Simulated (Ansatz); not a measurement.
Slab of fcc Ni (100), 6 layers

The slab is cut from the fcc crystal, the stable phase, as relaxed on PAW files (10.91 Å³/atom), with 16 Å of vacuum and a dipole correction:

```
Ni
1.0
     2.48939    0.00000    0.00000
     0.00000    2.48939    0.00000
     0.00000    0.00000   24.80130
Ni
6
Direct
  0.25000 0.25000 0.32256
  0.75000 0.75000 0.39354
  0.25000 0.25000 0.46451
  0.75000 0.75000 0.53549
  0.25000 0.25000 0.60646
  0.75000 0.75000 0.67744
```

Level of theory: DFT with PBE, scalar-relativistic, in Ansatz 0.2.0; a Γ-centred 16×16×1 k mesh, Fermi–Dirac smearing of 0.1 eV, spin-polarised from start moments Ni1 1, Ni2 1, Ni3 1, Ni4 1, Ni5 1, Ni6 1 μB. LAPW: all electrons, basis error target 1 meV/atom; PAW: frozen-core files, cutoff 420 eV.

The bulk energy comes from a cell in the slab's orientation on a 16×16×12 mesh. The surface energy is (E(slab) − N·E(bulk))/2A at zero smearing, the mean of both faces; thin slabs carry quantum-size effects.

The magnetic state is the one reached from the start moments; other orders weren't searched.

Q: As cut, the LAPW slab lies 1.765 eV above 6 atoms of bulk. What surface energy is that?

A: Over two faces of 6.20 Å² it is 142.4 meV/Å², and times 16.02 J/m² per eV/Å² that gives γ = 2.282 J/m².

Q: What do relaxation and the other method give, and what work function comes out?

A: 

```csv
method,γ as cut (J/m²),γ relaxed (J/m²),Φ as cut (eV),Φ relaxed (eV)
LAPW,2.282,2.248,4.91,4.90
PAW,2.281,2.248,4.91,4.90
```

Q: How do the spacings between the planes relax?

A: From the bottom face up: d12 -3.7 % of 1.760 Å, d23 +0.8 % of 1.760 Å, d34 0.0 % of 1.760 Å, d45 +0.8 % of 1.760 Å, d56 -3.7 % of 1.760 Å.

Q: How do the moments vary through the slab?

A: Ni1 0.76, Ni2 0.68, Ni3 0.66, Ni4 0.66, Ni5 0.68, Ni6 0.76 μB in the LAPW spheres; the bulk has Ni 0.65 μB.

Q: What changes if the images along the normal are cut off in place of the dipole correction?

A: LAPW then gives: no gap, work function 4.90 eV; PAW: no gap, work function 4.90 eV.
